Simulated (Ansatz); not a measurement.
Method: Ansatz 0.2.0, DFT PBE, scalar-relativistic, plane waves, PAW. Settings: cutoff 420 eV, Γ-centred meshes spaced at most about 0.3 Å⁻¹ (2π included), Gaussian smearing. No spin polarisation in the final relaxations.

All energies are static (0 K, no zero-point motion).

Compare these two cells of Al2GaAs3, each relaxed at this level.

A. Space group P3m1 (No. 156), trigonal, a = 4.054 Å, c = 9.935 Å. Al on its first site has 4 As at 2.48 Å; around Al on its second site lie 4 As at 2.48 Å; around Ga lie 4 As at 2.49 Å; As on its first site is surrounded by 3 Al at 2.48 Å and 1 Ga at 2.49 Å; around As on its second site lie 4 Al at 2.48 Å; 1 more site not described.

B. Space group I-4m2 (No. 119), tetragonal, a = 4.056 Å, c = 17.196 Å. Around Al lie 4 As at 2.48 Å; around Ga lie 4 As at 2.49 Å; As on a site of symmetry 2mm has 2 Al at 2.48 Å and 2 Ga at 2.49 Å; As on a site of symmetry -4m2 has 4 Al at 2.48 Å.

Question: Which arrangement of the elements on these sites is preferred, and by what margin?

Answer: They are level within the accuracy (under 1 meV/atom apart). The two share one framework of sites and differ in which element sits where. A has Al and Ga ordered on zinc blende sites, space group P3m1 (No. 156), 23.6 Å³/atom and a gap of 0.95 eV on its mesh; B has Al and Ga ordered on zinc blende sites, space group I-4m2 (No. 119), 23.6 Å³/atom and a gap of 1.11 eV. Counting As atoms around Al and Ga (those within 1.25 times the shortest such distance or 1.15 times the sum of covalent radii), A and B both have Al 4, Ga 4. Both come from invented guesses.

Kohn–Sham gaps at this level usually fall short of measured ones. With atoms moved at random, P3m1 came back. Other cells relaxed within their symmetry can be saddle points.
